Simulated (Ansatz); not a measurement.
## GdMg3: computed property card

GdMg$_{3}$:
```
GdMg3
1.0
    0.00000     3.66774     3.66774
    3.66774     0.00000     3.66774
    3.66774     3.66774     0.00000
Gd Mg
1 3
Cartesian
  0.00000   0.00000   0.00000
  3.66774   3.66774   3.66774
  1.83387   1.83387   1.83387
  5.50161   5.50161   5.50161
```
The run is spin-polarised; directions of the spins, atom by atom: ↑ 0 0 0.

Space group Fm-3m (No. 225); conventional cell a = 7.335 Å, b = 7.335 Å, c = 7.335 Å, α = 90.00°, β = 90.00°, γ = 90.00°.

Method: plane-wave PAW r²SCAN (Ansatz code). Structure relaxed to zero pressure with the same functional. Other levels are named where they apply.

Cell and energy:

```
Item                                                            Value
-----------------------------------------------------  --------------
Volume per atom                                              24.67 Å³
Density                                                    3.87 g/cm³
Formation energy from the elements (no fitted shifts)  -0.078 eV/atom
```

Electronic structure:

```
Quantity                                                                     Value
------------------------------------  --------------------------------------------
Electronic character                                             metallic (no gap)
Density of states at the Fermi level  0.46 states/eV per atom (mean over ±0.08 eV)
```

Magnetism:

```
Quantity                  Result
--------------  ----------------
Magnetic order     ferromagnetic
Net moment      1.86 μB per atom
```

Mechanics:

```
Quantity                              Result
----------------------------------  --------
Bulk modulus (Birch–Murnaghan fit)  415 kbar
Pressure derivative B′                   3.6
```

Charges:

```
Quantity                               Value
-------------  -----------------------------
Bader charges  Gd +0.53, Mg -0.80 to +1.07 e
```

The workflow started from an entry of the Crystallography Open Database (COD). Whether it is the stable phase at ambient conditions was not checked. Symmetry was held in the r²SCAN relaxation; its stability against distortions is not shown here. The final state is ferromagnetic, the only order run, not a proven ground state. The cell computed holds one magnetic atom, so no antiferromagnetic order was within reach. Caveat: open 4f shells can settle in a state that is not the lowest. Other orbital occupations within this spin state were not tried. No Hubbard U is applied. The references are the lowest solids computed at this level, not always the standard phases. Spin–orbit coupling is left out wherever it is not named.

Potentials: the later of the program's two PAW sets.
